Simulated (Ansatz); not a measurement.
# BC$_{7}$: symmetry broken, then relaxed

Level of theory: Ansatz 0.2.0, DFT PBEsol, scalar-relativistic, plane waves, PAW. Cutoff 420 eV, Γ-centred 10×10×10 k-points, Gaussian smearing of 0.15 eV. No spin polarisation. Energies are free energies at this smearing, counted from the undisturbed cell; pressure is positive in compression.

The starting cell (relaxed at this level; it needn't be the usual structure):

```xyz
8
Lattice="3.6010 0.0000 0.0000 0.0000 3.6010 0.0000 0.0000 0.0000 3.6010" Properties=species:S:1:pos:R:3 pbc="T T T"
B     0.0000    0.0000    0.0000
C     0.0000    1.8005    1.8005
C     1.8005    1.8005    0.0000
C     1.8005    0.0000    1.8005
C     2.6829    2.6829    0.9181
C     2.6829    0.9181    2.6829
C     0.9181    2.6829    2.6829
C     0.9181    0.9181    0.9181
```

The atoms are displaced (Å, in the unstrained cell):

```csv
atom,ux,uy,uz
B1,0.036,-0.008,-0.007
C2,0.036,-0.008,-0.007
C3,-0.253,0.054,0.047
C4,0.036,-0.008,-0.007
C5,0.036,-0.008,-0.007
C6,0.036,-0.008,-0.007
C7,0.036,-0.008,-0.007
C8,0.036,-0.008,-0.007
```

Cell and atoms are then relaxed.

Q: Does the relaxation return to the undisturbed structure?

A: Yes (up to a choice of domain or origin): same space group and volume, and an energy 0.0 meV/atom from it. The disturbance itself cost 183.0 meV/atom. The final space group reads P-43m (tolerance 0.05 Å) and the volume changes by -0.02 %.

Final structure:

```
CELL_PARAMETERS angstrom
3.60094 0.00003 0.00002
0.00003 3.60066 0.00004
0.00002 0.00004 3.60074
ATOMIC_POSITIONS crystal
B 0.00001 0.00000 0.00000
C 0.00001 0.50001 0.50000
C 0.50001 0.49999 0.00001
C 0.50000 0.00000 0.50000
C 0.74502 0.74504 0.25496
C 0.74503 0.25497 0.74503
C 0.25497 0.74504 0.74505
C 0.25495 0.25496 0.25496
```

The relaxation, step by step (energy from the first step; small jumps at an unchanged geometry come where the plane waves are selected anew for the new cell):

```tsv
step	ΔE (meV/atom)	largest force component (eV/Å)	pressure (GPa)
1	0.0	9.136	7.40
2	-128.5	4.551	0.12
3	-181.9	0.299	2.66
4	-182.8	0.120	-0.58
5	-183.0	0.003	0.05
6	-183.0	0.002	0.06
```

Frames along the relaxation (Å, eV/Å):

```xyz
8
Lattice="3.601 0.000 0.000 0.000 3.601 0.000 0.000 0.000 3.601" Properties=species:S:1:pos:R:3:forces:R:3 pbc="T T T" step=1
B     0.036   -0.008   -0.007   -2.219    0.500    0.419
C     0.036    1.793    1.794   -2.554   -0.058    0.496
C     1.548    1.854    0.047    9.136   -0.892   -0.342
C     1.837   -0.008    1.794    0.544    0.605    0.480
C     2.719    2.675    0.911   -0.759    0.191   -0.237
C     2.719    0.910    2.676   -0.076   -0.302   -0.238
C     0.954    2.675    2.676   -1.947    1.129   -1.888
C     0.954    0.910    0.911   -2.125   -1.173    1.310
8
Lattice="3.567 0.012 -0.005 0.012 3.614 0.020 -0.005 0.020 3.650" Properties=species:S:1:pos:R:3:forces:R:3 pbc="T T T" step=2
B     0.009   -0.003    0.009   -0.639    0.279    0.120
C     0.002    1.819    1.835   -0.529   -0.118    0.096
C     1.670    1.835    0.029    4.551   -0.364   -0.035
C     1.793    0.018    1.825    0.164    0.118    0.014
C     2.681    2.727    0.952   -0.411   -0.763   -0.576
C     2.697    0.909    2.688   -0.695    0.906    0.685
C     0.940    2.698    2.731   -1.225    0.529   -0.847
C     0.932    0.938    0.928   -1.216   -0.588    0.543
8
Lattice="3.589 0.008 0.002 0.008 3.586 0.003 0.002 0.003 3.605" Properties=species:S:1:pos:R:3:forces:R:3 pbc="T T T" step=3
B     0.000    0.003    0.011    0.037   -0.070   -0.299
C     0.001    1.795    1.805    0.177   -0.039    0.010
C     1.800    1.801    0.005   -0.105   -0.135   -0.034
C     1.796    0.008    1.804   -0.034   -0.049    0.014
C     2.686    2.674    0.918   -0.258    0.175    0.143
C     2.681    0.924    2.686   -0.163   -0.147   -0.029
C     0.920    2.671    2.684    0.100    0.229    0.058
C     0.913    0.916    0.916    0.246    0.036    0.137
8
Lattice="3.601 -0.002 -0.001 -0.002 3.605 -0.001 -0.001 -0.001 3.603" Properties=species:S:1:pos:R:3:forces:R:3 pbc="T T T" step=4
B    -0.001    0.000   -0.001    0.023   -0.002    0.003
C     0.000    1.802    1.800   -0.040   -0.014    0.014
C     1.799    1.800    0.000    0.015    0.021   -0.046
C     1.799   -0.002    1.801    0.031   -0.002    0.014
C     2.680    2.683    0.919    0.089    0.016   -0.079
C     2.681    0.917    2.680    0.073   -0.009    0.120
C     0.918    2.684    2.682   -0.096    0.013    0.070
C     0.919    0.919    0.920   -0.094   -0.023   -0.095
8
Lattice="3.601 0.000 0.000 0.000 3.601 0.000 0.000 0.000 3.601" Properties=species:S:1:pos:R:3:forces:R:3 pbc="T T T" step=5
B     0.000    0.000    0.000   -0.002    0.001    0.000
C     0.000    1.800    1.800   -0.001   -0.001    0.000
C     1.801    1.800    0.000    0.000    0.001    0.000
C     1.800    0.000    1.800    0.001    0.000    0.000
C     2.683    2.683    0.918    0.001   -0.001    0.001
C     2.683    0.918    2.683    0.000    0.000    0.000
C     0.918    2.683    2.683    0.000   -0.001   -0.003
C     0.918    0.918    0.918    0.001    0.001    0.001
8
Lattice="3.601 0.000 0.000 0.000 3.601 0.000 0.000 0.000 3.601" Properties=species:S:1:pos:R:3:forces:R:3 pbc="T T T" step=6
B     0.000    0.000    0.000   -0.002    0.001    0.000
C     0.000    1.800    1.800   -0.001   -0.001    0.000
C     1.801    1.800    0.000    0.000    0.001    0.000
C     1.800    0.000    1.800    0.001    0.000    0.000
C     2.683    2.683    0.918    0.001   -0.001    0.001
C     2.683    0.918    2.683    0.000    0.000    0.000
C     0.918    2.683    2.683    0.000   -0.001   -0.002
C     0.918    0.918    0.918    0.001    0.001    0.001
```

Cost: 3 runs of about 6.9 core-minutes in all, on Intel Xeon Platinum 8375C (Ice Lake) (shared hosts).